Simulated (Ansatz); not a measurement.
CsSnI3 (cubic perovskite)

```xyz
5
Lattice="6.2713 0.0000 0.0000 0.0000 6.2713 0.0000 0.0000 0.0000 6.2713" Properties=species:S:1:pos:R:3 pbc="T T T"
Cs     0.0000     0.0000     0.0000
Sn     3.1357     3.1357     3.1357
I      0.0000     3.1357     3.1357
I      3.1357     3.1357     0.0000
I      3.1357     0.0000     3.1357
```

The slice is a {110} plane (indices of the conventional cell) through the point (0.500, 0.500, 0.500) (fractional), spanned by u = [100] and v = [011] in vectors of this cell: u (6.27 Å) and v (8.87 Å, at 90° to u). It covers one period; positions are fractions (u, v).

Level of theory: PBE (plane waves to 420 eV, PAW, scalar-relativistic; Ansatz, an electronic-structure program). k mesh 6×6×6. Inside the PAW spheres the values are not all-electron values, and peaks at nuclei hang on which shells count as valence. CsSnI3 was relaxed with its symmetry unable to fall. Spin-orbit coupling is left out, though I is heavy. This is a high-temperature form of CsSnI3.

Problem. Around which element is the density of the lowest conduction band (whole band as if filled, smooth part) largest on this plane?

Solution. Sn. Mean over a disc round each atom, of radius 0.45 times the shortest bond: Sn 0.048, I 0.013, Cs 0.002 e/Å³.

Problem. Sketch the density of the highest valence band (whole band, smooth part) on this plane as a map.

Solution. 
```
|=+#+::=%#. .#%=::+#+|
|##*-..-+*-.-*+-..-*#|
|++-.  .:--:--:.  .-+|
|::.    .......    .:|
|                    |
|                    |
|                    |
|                    |
|                    |
|                    |
|                    |
|                    |
|                    |
|                    |
|                    |
|                    |
|                    |
|                    |
|                    |
|                    |
|                    |
|                    |
|                    |
|::.    .......    .:|
|++-.  .:--:--:.  .-+|
|##*-..-+*-.-*+-..-*#|
|=+#+::=%#. .#%=::+#+|
|:=#+-:+@*   *@+:-+#=|
```
Scale: ten equal steps from 0.000 (start of ' ') to 0.082 (end of '@'), in the order ' .:-=+*#%@'. Values: density of the highest valence band (whole band, smooth part) in e/Å³. The map has 20 points along u (one character each, u = 0 at the left) and 28 along v (v = 0 in the bottom row).
